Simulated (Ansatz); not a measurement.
A generated cell, not matched to a known phase here, of Sr(CdRh)2: P-3m1 (No. 164), hP5; a = b = 4.7338 Å, c = 5.3615 Å, α = β = 90.00°, γ = 120.00°; Sr 1a (0.000, 0.000, 0.000); Cd 2d (0.667, 0.333, 0.364); Rh 2d (0.333, 0.667, 0.141). Calculation: PBEsol (plane waves to 420 eV, PAW, scalar-relativistic; Ansatz, a first-principles code). Element references, the lowest calculated here: Rh (Fm-3m), Sr (Fm-3m), Cd (P6₃/mmc).

Total energies (eV/atom, σ → 0; comparable only within this code, potentials and settings):

| phase | E (eV/atom) |
|---|---|
| Sr(CdRh)2 (P-3m1) | -6507.566 |
| Rh (Fm-3m) | -6338.746 |
| Sr (Fm-3m) | -3492.214 |
| Cd (P6₃/mmc) | -8184.063 |

### Question
What is the formation energy of this P-3m1 form of Sr(CdRh)2 from the elements?

### Answer
E_f = -6507.566 − [1 × (-3492.214) + 2 × (-8184.063) + 2 × (-6338.746)] / 5 = 0.00 eV/atom (0.0 eV per formula unit).

A lower structure of this composition may exist, and whether it forms at all is not checked here.

Static energies, no anion corrections, no zero-point energy. Values are rounded to 0.01 eV/atom. Not shown to be the ambient phase of their composition (a lower form may be missing, and a cell relaxed within its start's symmetry can be a saddle point): Sr(CdRh)2 (P-3m1). The compounds carry no spin polarisation.
